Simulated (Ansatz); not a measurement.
# Ta3Si3N, before and after

A trial structure of Ta3Si3N was built thus: random cell by space group and Wyckoff sites (P6/mmm, No. 191). Lengths were set from tabulated atomic sizes, so they are only a guess.

start.cif

```cif
data_structure
_symmetry_space_group_name_H-M 'P6/mmm'
_symmetry_Int_Tables_number 191
_cell_length_a 4.6288
_cell_length_b 4.6288
_cell_length_c 5.9442
_cell_angle_alpha 90.000
_cell_angle_beta 90.000
_cell_angle_gamma 120.000
_cell_volume 110.30
loop_
_atom_site_label
_atom_site_type_symbol
_atom_site_symmetry_multiplicity
_atom_site_Wyckoff_symbol
_atom_site_fract_x
_atom_site_fract_y
_atom_site_fract_z
_atom_site_occupancy
Ta1 Ta 3 f 0.50000 0.00000 0.00000 1
Si1 Si 3 g 0.50000 0.00000 0.50000 1
N1 N 1 a 0.00000 0.00000 0.00000 1
```

Method: DFT PBE, scalar-relativistic, plane waves, PAW in Ansatz. Cutoff 420 eV, Gaussian smearing, Γ-centred meshes. Cell and atoms relax first on a coarse mesh and then on a finer one. In between, the cell is made exact in the group found at 0.06 Å. In metals the finer mesh still leaves noise of several meV/atom or more. The steps can't lower the symmetry of their start. No spin polarisation in the relaxation; trial moments died out in a coarse test.

end.cif

```cif
data_structure
_symmetry_space_group_name_H-M 'P6/mmm'
_symmetry_Int_Tables_number 191
_cell_length_a 5.2151
_cell_length_b 5.2151
_cell_length_c 5.2341
_cell_angle_alpha 90.000
_cell_angle_beta 90.000
_cell_angle_gamma 120.000
_cell_volume 123.28
loop_
_atom_site_label
_atom_site_type_symbol
_atom_site_symmetry_multiplicity
_atom_site_Wyckoff_symbol
_atom_site_fract_x
_atom_site_fract_y
_atom_site_fract_z
_atom_site_occupancy
Ta1 Ta 3 f 0.50000 0.00000 0.00000 1
Si1 Si 3 g 0.50000 0.00000 0.50000 1
N1 N 1 a 0.00000 0.00000 0.00000 1
```

The symmetry stays P6/mmm (No. 191). The volume per atom grows by 11.8 %, from 15.8 to 17.6 Å³. The shortest distance goes from 2.31 Å (Ta–N, Si–Si and Ta–Ta) to 2.61 Å (Ta–N, Si–Si and Ta–Ta). The ratio c/a of the conventional cell changes by a factor of 0.78. The energy falls by about 0.64 eV/atom (the start's value is from the coarse mesh).

For Ta3Si3N, the volume per atom is 17.61 Å³ and the density is 8.64 g/cm³. The formation energy is +0.91 eV/atom and the gap on the 12×12×8 mesh of the 7-atom cell is 0 eV (a metal).

Energies over the elements count from the elements' standard structures at the same level (N₂ as a molecule), with no fitted energy shifts. A positive value: parting into the elements would lower its energy.

The last run used Gaussian smearing of 0.10 eV. Spin–orbit coupling, which can matter for Ta, is left out. Symmetry constrained the relaxation, so the result can be a saddle point. In all, the 3 runs took 3.1 min on 1 thread of Intel(R) Xeon(R) Platinum 8488C (Sapphire Rapids) (shared host).
